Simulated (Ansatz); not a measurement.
Relaxed-ion elastic tensor of HfC (zinc blende, F-43m) in GPa (Voigt order), the program Ansatz at the r²SCAN level (PAW); density 9.96 g/cm³, 15.88 Å³ per atom.

```
 191   150   150   0.0   0.0   0.0
 150   191   150   0.0   0.0   0.0
 150   150   191   0.0   0.0   0.0
 0.0   0.0   0.0  68.5   0.0   0.0
 0.0   0.0   0.0   0.0  68.5   0.0
 0.0   0.0   0.0   0.0   0.0  68.5
```

Task: Is the crystal mechanically stable?

Result: Yes: the smallest eigenvalue of C is 40.6 GPa.

Task: Work out the Voigt, Reuss and Hill averages.

Result: K_V = 164, K_R = 164, K_H = 164; G_V = 49.2, G_R = 35.1, G_H = 42.2 GPa.

Task: Give Young's modulus, Poisson's ratio, Pugh's ratio and the universal anisotropy index.

Result: E = 9KG/(3K + G) = 117 GPa; ν = 0.38; K/G = 3.89 (ductile by the Pugh limit of 1.75); A_U = 5G_V/G_R + K_V/K_R − 6 = 2.00.

Task: Estimate the sound speeds and the Debye temperature.

Result: v_l = √((K + 4G/3)/ρ) = 4700 m/s, v_t = √(G/ρ) = 2060 m/s, mean 2320 m/s; Θ = (h/k)(3n/4πV)^(1/3) v_m = 275 K.

Task: Give the Zener ratio and Young's modulus along [100], [110] and [111].

Result: A = 2C44/(C11 − C12) = 3.37; 1/E = S11 − 2(S11 − S12 − S44/2)Γ with Γ = 0, 1/4, 1/3 gives 58.5, 119, 180 GPa.

Task: Solve the Christoffel equation for the three sound speeds along [100], [110], [111].

Result: Eigenvalues of C_ijkl n_j n_l equal ρv² (piezoelectric stiffening left out). In km/s, slowest first: [100] 2.62, 2.62, 4.38; [110] 1.43, 2.62, 4.90; [111] 1.91, 1.91, 5.06.

The start of the workflow was typed in or built on a structure type; neither database checked (COD, Materials Project) lists it. It is not the phase usual at ambient conditions (space group No. 225). Symmetry was held in the r²SCAN relaxation; whether a distortion lowers the energy is not shown. The run is not spin-polarised. Spin–orbit coupling is left out wherever it is not named.

Potentials: the earlier of the program's two PAW sets.
